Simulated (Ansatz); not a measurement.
Theory: DFT PBE, scalar-relativistic, plane waves, PAW in Ansatz. Settings: cutoff 420 eV, Γ-centred meshes spaced at most about 0.3 Å⁻¹, and about 0.25 Å⁻¹ or finer for metals (2π included), Gaussian smearing. No spin polarisation in the final relaxations.

All energies are static (0 K, no zero-point motion). All come from trial cells, and lower structures may exist.

Question: Which of these relaxed structures of TaBiO is the lowest in energy?
A. Space group P4/mmm (No. 123), tetragonal, a = 3.031 Å, c = 6.163 Å. Ta has 4 O at 2.14 Å and 4 Ta at 3.03 Å; around Bi lie 4 Bi at 3.03 Å and 2 O at 3.08 Å; around O lie 4 Ta at 2.14 Å, 4 O at 3.03 Å and 2 Bi at 3.08 Å.
B. Space group P4/nmm (No. 129), tetragonal, a = 3.076 Å, c = 11.562 Å. Ta has 1 O at 2.16 Å, 4 O at 2.33 Å, 4 Ta at 3.08 Å, 4 Bi at 3.19 Å and 4 Ta at 3.71 Å; Bi is surrounded by 4 Bi at 3.08 Å, 1 O at 3.17 Å and 4 Ta at 3.19 Å; around O lie 1 Ta at 2.16 Å, 4 Ta at 2.33 Å, 4 O at 2.55 Å, 4 O at 3.08 Å and 1 Bi at 3.17 Å.

Answer: B. It has space group P4/nmm (No. 129); the next, A, with space group P4/mmm (No. 123), lies 0.32 eV/atom higher. Counting O atoms around Bi and Ta (those within 1.25 times the shortest such distance or 1.15 times the sum of covalent radii, 1.27 where that leaves under three; the shortest distance is added where it exceeds 1.18 times the sum of covalent radii), the lowest has Ta 5, Bi 1 from 3.2 Å and the next has Ta 4, Bi 2 from 3.1 Å.

Spin–orbit coupling, which can matter for Bi and Ta, is left out. A magnetic state wasn't ruled out in cells without spin, among them P4/mmm. Cells relaxed within their symmetry can be saddle points. Some structure types and database cells were kept out of the candidates from the start, so a known form may be missing.
